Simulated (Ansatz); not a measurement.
A relaxation computed with Ansatz, from input to last step.

```yaml
crystal:
  lattice:
    - [4.131809025, 0.0, 0.0]
    - [-2.0659045125, 3.5782515792, 0.0]
    - [0.0, 0.0, 8.2531068398]
  atoms:
    - { symbol: Sr, position: [0.0, 0.0, 0.5] }
    - { symbol: Sr, position: [0.0, 0.0, 0.0] }
    - { symbol: As, position: [0.3333333333, 0.6666666667, 0.75] }
    - { symbol: As, position: [0.6666666667, 0.3333333333, 0.25] }
    - { symbol: Pt, position: [0.3333333333, 0.6666666667, 0.25] }
    - { symbol: Pt, position: [0.6666666667, 0.3333333333, 0.75] }
basis:
  ecutwfc: 420
kpoints:
  mp_grid: { grid: [12, 12, 4] }
hamiltonian:
  xc: pbesol
scf:
  occupations: { method: gaussian, width: 0.1 }
output:
  forces: true
  stress: true
  eigenvalues: true
  write_density: true
  write_potential: true
  elf: true
  volumetric_format: npy
relax:
  adjacent_minimum: "off"
  f_tol: 0.01
  max_steps: 30
  cell: { stress_tol: 0.1, fix: [volume] }
```

```bash
ansatz run input.yaml --threads 2 --pin off --max-ram 5120MiB --backend cpu --events-out ev --progress --plain --runs-dir out
```

All numbers below come from Ansatz 0.2.0, DFT PBEsol, scalar-relativistic, plane waves, PAW.

The volume is held at 0.88 times that of the relaxed cell.

Of 4 frames 3 are shown, positions in Å and forces in eV/Å; the SCF threshold varies from step to step. Steps run on the plane waves of an earlier cell, with a Pulay correction in the pressure. The basis is chosen afresh for the last frame, the zero of the energies, and at times for earlier ones too; energy and pressure step there, also at an unchanged geometry.

```xyz
6
Lattice="4.1318 0.0000 0.0000 -2.0659 3.5783 0.0000 0.0000 0.0000 8.2531" Properties=species:S:1:pos:R:3:forces:R:3 pbc="T T T" step=1 free_energy_over_end_meV_per_atom=2.14 pressure_GPa=12.80
Sr    0.0000    0.0000    4.1266    0.0000    0.0000    0.0000
Sr    0.0000    0.0000    0.0000    0.0000    0.0000    0.0000
As    0.0000    2.3855    6.1898    0.0000    0.0000    0.0000
As    2.0659    1.1928    2.0633    0.0000    0.0000    0.0000
Pt    0.0000    2.3855    2.0633    0.0000    0.0000    0.0000
Pt    2.0659    1.1928    6.1898    0.0000    0.0000    0.0000
6
Lattice="4.1600 0.0000 0.0000 -2.0800 3.6026 0.0000 0.0000 0.0000 8.1418" Properties=species:S:1:pos:R:3:forces:R:3 pbc="T T T" step=2 free_energy_over_end_meV_per_atom=0.02 pressure_GPa=11.86
Sr    0.0000    0.0000    4.0709    0.0000    0.0000    0.0000
Sr    0.0000    0.0000    0.0000    0.0000    0.0000    0.0000
As    0.0000    2.4018    6.1063    0.0000    0.0000    0.0000
As    2.0800    1.2009    2.0354    0.0000    0.0000    0.0000
Pt    0.0000    2.4018    2.0354    0.0000    0.0000    0.0000
Pt    2.0800    1.2009    6.1063    0.0000    0.0000    0.0000
6
Lattice="4.1626 0.0000 0.0000 -2.0813 3.6049 0.0000 0.0000 0.0000 8.1315" Properties=species:S:1:pos:R:3:forces:R:3 pbc="T T T" step=4 free_energy_over_end_meV_per_atom=0.00 pressure_GPa=11.78
Sr    0.0000    0.0000    4.0658    0.0000    0.0000    0.0000
Sr    0.0000    0.0000    0.0000    0.0000    0.0000    0.0000
As    0.0000    2.4033    6.0986    0.0000    0.0000    0.0000
As    2.0813    1.2016    2.0329    0.0000    0.0000    0.0000
Pt    0.0000    2.4033    2.0329    0.0000    0.0000    0.0000
Pt    2.0813    1.2016    6.0986    0.0000    0.0000    0.0000
```

The run took 23 s on 2 threads of Intel(R) Xeon(R) 6975P-C (Granite Rapids), with other jobs on the host, peak memory 0.66 GiB.

Spin–orbit coupling is left out, which can shift energies with elements as heavy as these.